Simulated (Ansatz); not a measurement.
With plane-wave PAW r²SCAN+D4 (Ansatz code), CuI in the hexagonal phase (P6_422; Cu on 3d, I on 3c) relaxes to a = 4.190 Å, c = 9.720 Å. Against the elements it lies at -6.1 kJ/mol-atom, with no fitted shifts.

The Kohn–Sham gap is 1.18 eV (indirect). The valence maximum lies at A and the conduction minimum at Γ. Electrons at the band edge weigh 0.17 mₑ (isotropic). The hole mass is 0.38, 0.38, 0.62 mₑ (principal values). The magnetic state found is non-magnetic (starting moments vanished).

Bader charges are Cu +0.39, I -0.39 e.

The start of the workflow was typed in or built on a structure type; neither database checked (COD, Materials Project) lists it. It is not the phase usual at ambient conditions (space group No. 216). Symmetry was held in the r²SCAN+D4 relaxation; its stability against distortions is not shown here. The workflow began spin-polarised and lost its moments. The volume moved by -31 % from the start of the relaxation. Point labels and valley counts follow the cell and symmetry of the run, lower than the named group. The references are the lowest solids computed at this level, not always the standard phases. Spin–orbit coupling is left out wherever it is not named.

Potentials: the earlier of the program's two PAW sets.
